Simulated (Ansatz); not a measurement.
CaTiO3:
```xyz
5
Lattice="3.8408 0.0000 0.0000 0.0000 3.8408 0.0000 0.0000 0.0000 3.8408" Properties=species:S:1:pos:R:3 pbc="T T T"
Ca     1.9204     1.9204     1.9204
Ti     0.0000     0.0000     0.0000
O      0.0000     0.0000     1.9204
O      0.0000     1.9204     0.0000
O      1.9204     0.0000     0.0000
```

Relaxed with PBEsol.

**Question.** Give the Bader charges and basin volumes of the independent atoms, the program Ansatz at the PBEsol level (PAW).

**Answer.** 

```
atom  Bader charge (e)  Bader volume (Å³)
----  ----------------  -----------------
Ca1              +1.60               12.3
Ti2              +2.23                6.6
O3               -1.28               12.6
```

Space group Pm-3m (cubic perovskite). The workflow started from an entry of the Crystallography Open Database (COD), which files this formula under 5 space groups. Its standing as an ambient phase is unchecked. Symmetry was held in the PBEsol relaxation; whether a distortion lowers the energy is not shown. No spin polarisation was allowed.

Potentials: the later of the program's two PAW sets.
